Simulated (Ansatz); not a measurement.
A distorted cell of AlN (wurtzite):

```
AlN
1.0
    3.10656     0.00000     0.00000
   -1.55328     2.69036     0.00000
    0.00000     0.00000     9.95609
Al N
4 4
Direct
  0.32404   0.64808   0.49829
  0.34263   0.68525   0.99829
  0.66573   0.33146   0.24829
  0.66760   0.33520   0.74829
  0.33339   0.66678   0.18911
  0.33328   0.66655   0.68911
  0.65785   0.31569   0.43911
  0.67549   0.35097   0.93911
```

The numbers are results of r2SCAN (plane waves to 500 eV, PAW, scalar-relativistic; Ansatz, a quantum-chemistry and plane-wave program), not measurements. k mesh 12×12×4 (Γ-centred), Fermi-Dirac smearing 0.05 eV. Compression counts positive. AlN was relaxed with its symmetry unable to fall. The PAW data are Ansatz's earlier set.

### Question
Predict the force on every atom, in eV/Å.

### Answer
```csv
atom,Fx,Fy,Fz
Al1,0.000,0.160,0.005
Al2,0.000,-0.166,0.005
Al3,0.000,0.020,0.004
Al4,0.000,-0.013,0.004
N5,0.000,-0.004,-0.006
N6,0.000,-0.003,-0.006
N7,0.000,0.083,-0.004
N8,0.000,-0.078,-0.004
```

(A displaced cell: forces are minus the slopes of the energy, force constants its curvatures, and phonons follow from these.)
